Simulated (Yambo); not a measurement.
## SrAgSF: sweep of GW parameters

G0W0@LDA for SrAgSF (space group P4/nmm, No. 129) in Yambo. Reference settings: 4×4×1 Γ-centred k mesh, bands 9 to 181 and a 6 Ry block in the screening, 181 bands in G with the Bruneval-Gonze terminator, plasmon pole fitted at 27.2 eV. The LDA gap Γ → Γ on this mesh is 1.01 eV; G0W0 gaps are taken between the same points.

```
change from the reference                                  G0W0 gap Γ → Γ (eV)  shift of the valence edge (eV)        rough Yambo cost
---------------------------------------------------------  -------------------  ------------------------------  ----------------------
reference settings                                                        2.22                           -0.62                       1
61 bands in W, 61 bands in G                                              2.68                           -0.22               about 1/5
83 bands in W, 83 bands in G                                              2.42                           -0.38               about 1/3
wavefunctions cut at 50 Ry                                                2.22                           -0.62               about 1/2
61 bands in W, 61 bands in G, 4 Ry block                                  2.67                           -0.21               about 1/5
83 bands in W, 83 bands in G, 5 Ry block                                  2.42                           -0.36               about 1/4
83 bands in W, 83 bands in G, 3 Ry block                                  2.39                           -0.34               about 1/4
83 bands in W, 83 bands in G, 4 Ry block                                  2.41                           -0.35               about 1/3
3 Ry block                                                                2.15                           -0.50  within a factor of two
146 bands in W, 146 bands in G, 3 Ry block                                2.18                           -0.47  within a factor of two
111 bands in W, 111 bands in G, 5 Ry block                                2.30                           -0.47  within a factor of two
111 bands in W, 111 bands in G, 3 Ry block, no terminator                 2.23                           -0.24               about 1/4
83 bands in W, 83 bands in G, 3 Ry block, no terminator                   2.38                           -0.09               about 1/4
146 bands in W, 146 bands in G, 3 Ry block, no terminator                 2.14                           -0.33               about 1/2
3 Ry block, no terminator                                                 2.10                           -0.39  within a factor of two
```

The reference isn't shown to be the converged limit. Costs are rough (shared machines), scaled to the same edge states, and given only for runs that recompute the screening.

Spin-orbit splittings are left out.

Geometry of the Materials Project entry, not relaxed at this level; primitive cell a = b = 4.109 Å, c = 9.130 Å, α = β = γ = 90.00°.

The structure is a Materials Project entry; no match was found in the copy of COD used, and its stability was not checked.

A shift is the quasiparticle energy of the state minus its LDA energy.
